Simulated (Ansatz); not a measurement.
A geometry of Ir away from equilibrium: step 2 of the relaxation of a relaxed Ir cell, doubled along one cell vector, shaken by Gaussian noise of σ = 0.08 Å a coordinate. Method: PBE (plane waves to 420 eV, PAW, scalar-relativistic; Ansatz, an electronic-structure program). Γ-centred k-mesh 9×9×5 on the run's cell (coarser than for final values), Fermi–Dirac smearing 0.05 eV.

```xyz
6
Lattice="3.7482 0.0182 0.0260 0.0182 3.7362 0.0081 0.0521 0.0162 7.4752" Properties=species:S:1:pos:R:3:forces:R:3 pbc="T T T" free_energy=-71607.429 pressure_GPa=-0.8
Ir     0.0349     1.9624     1.7988   -0.0185    0.3243   -0.6984
Ir     0.0666     2.0286     5.4742   -0.0700    0.2889    0.1752
Ir     1.8113     0.0351     1.9815   -0.2963   -0.1057   -0.0563
Ir     1.8369     0.0710     5.6605   -0.2367   -0.0604    0.6919
Ir     1.9718     1.8233     0.0170    0.4026   -0.2592   -0.2044
Ir     2.0197     1.8266     3.7382    0.2188   -0.1879    0.0919
```

Positions in Å, forces in eV/Å, free energy of the cell in eV (comparable only within this code, potentials and settings). Largest force: 0.77 eV/Å, on Ir1 (atoms numbered as listed); the geometry lies 0.03 eV/atom above the end of its relaxation.

No spin polarisation in the result.

The end of the path is a generated cell of Ir: the first start was made by a random draw of sites in a space group, and the end was not matched to a known phase here, so it may be hypothetical. Known forms of Ir include space group No. 225.
